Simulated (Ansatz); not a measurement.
Si₂Mo:
Space group I4/mmm (No. 139); a = b = 3.174 Å, c = 7.778 Å, α = β = γ = 90.00°

| atom | site | symmetry | x | y | z |
|---|---|---|---|---|---|
| Si | 4e | 4mm | 0.0000 | 0.0000 | 0.3352 |
| Mo | 2a | 4/mmm | 0.0000 | 0.0000 | 0.0000 |
(The calculation used a cell of 3 atoms; values per cell refer to that cell.)

Relaxed at zero pressure with LDA (plane waves, PAW; program Ansatz).

### Question
The volume is raised by 6 % and shape and atoms relax at that volume. What pressure results, and how do the axes share the change?

### Answer
-11.5 GPa; a 2.1 %, b 2.1 %, c 1.7 %; the energy rises by 30 meV/atom.

### Question
Give the new structure.

### Answer

Space group I4/mmm (No. 139); a = 3.241 Å, b = 3.241 Å, c = 7.911 Å, α = 90.00°, β = 90.00°, γ = 90.00°

```csv
atom,site,symmetry,x,y,z
Si,4e,4mm,0.0000,0.0000,0.3362
Mo,2a,4/mmm,0.0000,0.0000,0.0000
```

The phase is kept; no other phase was compared at this pressure.

The LDA relaxation kept the symmetry of its start. The run is not spin-polarised.

Potentials: the earlier of the program's two PAW sets. The files were generated under PBE; for other functionals the program regenerates the frozen cores, and for LDA and PBEsol the local potential too.
